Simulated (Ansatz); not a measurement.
Polymorphs of Ga$_{2}$O$_{3}$, each relaxed with plane-wave PAW PBEsol (Ansatz code):

A: La2O3 or Ni2Al3 type (P-3m1)
a = 2.9934 Å, b = 2.9934 Å, c = 6.9697 Å, α = 90.00°, β = 90.00°, γ = 120.00°

```tsv
atom	site	symmetry	x	y	z
Ga	2d	3m.	0.3333	0.6667	0.2002
O	1a	-3m.	0.0000	0.0000	0.0000
O	2d	3m.	0.6667	0.3333	0.3050
```

B: C2/m
a = 12.2788 Å, b = 3.0474 Å, c = 5.8097 Å, α = 90.00°, β = 103.71°, γ = 90.00°

```json
[
 {"atom": "Ga", "site": "4i", "symmetry": "m", "x": "0.1588", "y": "0.5000", "z": "0.3145"},
 {"atom": "Ga", "site": "4i", "symmetry": "m", "x": "0.0904", "y": "0.0000", "z": "0.7953"},
 {"atom": "O", "site": "4i", "symmetry": "m", "x": "0.4963", "y": "0.0000", "z": "0.2559"},
 {"atom": "O", "site": "4i", "symmetry": "m", "x": "0.1732", "y": "0.0000", "z": "0.5628"},
 {"atom": "O", "site": "4i", "symmetry": "m", "x": "0.1653", "y": "0.0000", "z": "0.1095"}
]
```

Put the candidates in order of energy per atom at 0 K, lowest first, for PBEsol.

B (+0 meV/atom), A (+152 meV/atom)

Give each one's gap.

A 2.47 eV; B 2.22 eV.

Constructed cells (a structure type filled with these elements, in neither database checked): A. Not the usual ambient phase: A. Unstable at this level: A. All cells were relaxed under the symmetry of their starts (and spin orders); stability against distortions was not tested throughout. Scalar-relativistic: spin–orbit coupling is off unless named, which matters more the heavier the elements.

Energies hold the estimated change up to a 700 eV cutoff; steps of a few meV lie near the error of the meshes.

Potentials: the earlier of the program's two PAW sets. The files were generated under PBE; for other functionals the program regenerates the frozen cores, and for LDA and PBEsol the local potential too.
